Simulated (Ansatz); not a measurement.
Given:

ZnS:
```
CELL_PARAMETERS angstrom
      3.74287     0.00000     0.00000
     -1.87143     3.24142     0.00000
      0.00000     0.00000    18.37454
ATOMIC_POSITIONS crystal
  Zn 0.33333 0.66667 0.83330
  Zn 0.66667 0.33333 0.33330
  Zn 0.66667 0.33333 0.66687
  Zn 0.33333 0.66667 0.16687
  Zn 0.00000 0.00000 0.50002
  Zn 0.00000 0.00000 0.00002
  S  0.33333 0.66667 0.95809
  S  0.66667 0.33333 0.45809
  S  0.66667 0.33333 0.79162
  S  0.33333 0.66667 0.29162
  S  0.00000 0.00000 0.62509
  S  0.00000 0.00000 0.12509
```

This is the LDA-relaxed structure.

Task: All from the program Ansatz at the LDA level (PAW), unless another level is named. Estimate the formation energy from the elements (no fitted shifts).

Result: -0.84 eV/atom.

Task: Next, the band gap?

Result: 2.15 eV (direct).

Task: Give the electron effective mass.

Result: 0.17 mₑ (isotropic).

Task: And the valence-band maximum?

Result: at Γ.

Space group P6_3mc (6H polytype). The first step of the workflow began from a Materials Project structure, measured or hypothetical. Its sites differ from those of the usual phase in this space group: another stacking or structure type. The LDA relaxation kept the symmetry of its start; whether a distortion lowers the energy is not shown. The references are the lowest solids computed at this level, not always the standard phases.

Potentials: the later of the program's two PAW sets.
